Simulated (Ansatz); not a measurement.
Ba3PbO (Pm-3m), an elastic constant from a strain scan

Theory: DFT r2SCAN, scalar-relativistic, plane waves, PAW in Ansatz 0.2.0. Settings: plane waves to 500 eV, k-mesh 10×10×10 (Γ-centred), Gaussian smearing 0.15 eV. Spin–orbit coupling is left out, which matters for the heavy elements here. No spin polarisation. Energies are free energies at this smearing, counted from the undisturbed cell; pressure is positive in compression.

The starting cell (as given, not relaxed at this level; it stands at 0.7 GPa, and it needn't be the usual structure):

```yaml
crystal:
  lattice:
    - [5.45900, 0.00000, 0.00000]
    - [0.00000, 5.45900, 0.00000]
    - [0.00000, 0.00000, 5.45900]
  atoms:
    - { symbol: Ba, position: [0.00000, 0.50000, 0.50000] }
    - { symbol: Ba, position: [0.50000, 0.00000, 0.50000] }
    - { symbol: Ba, position: [0.50000, 0.50000, 0.00000] }
    - { symbol: Pb, position: [0.00000, 0.00000, 0.00000] }
    - { symbol: O, position: [0.50000, 0.50000, 0.50000] }
```

The cell is strained by ε times the Voigt pattern (1, 1, 0, 0, 0, 0) (xx, yy, zz, yz, xz, xy; engineering shear) with fractional coordinates fixed. The cell holds 5 atoms in V0 = 162.68 Å³. The stress column is τ = (1/V0) dE/dε, got from the stress tensor σ (compression positive) at each point as −det(1 + εP) σ : P(1 + εP)⁻¹, with P the pattern as a tensor.

```csv
ε,ΔE (meV/atom),τ (GPa)
-0.0600,105.699,-17.501
-0.0450,60.037,-12.589
-0.0300,28.366,-8.303
0.0000,0.000,-1.336
0.0150,0.305,1.469
0.0300,8.560,3.892
0.0450,23.675,5.979
0.0600,?,?
```

Q: Which combination of elastic constants does this scan measure, and how large is it?

A: For small ε, τ = τ0 + Kε with K = pᵀCp, which for this pattern is 2(C11 + C12) in the cubic axes. The parabola through τ at ε = -0.0300, 0 and 0.0150 has slope K = 202 GPa at zero. The energies per cell, E = NΔE, of the same two points give K = 2[E(ε₊)/ε₊ − E(ε₋)/ε₋]/[(ε₊ − ε₋)V0] = 211 GPa, in agreement.

Q: Predict the withheld row at ε = 0.0600 from the harmonic law, and compare.

A: ΔE = V0(τ0 ε + Kε²/2)/N = 57.586 meV/atom and τ = 10.79 GPa. The calculation gives 44.685 meV/atom and 7.77 GPa: the energy lies 22 % below the harmonic value, as bonds soften when stretched.

No gap shows at this level, though a semilocal functional can close a small gap that the real compound has; without a gap these slopes depend on the k mesh and the smearing.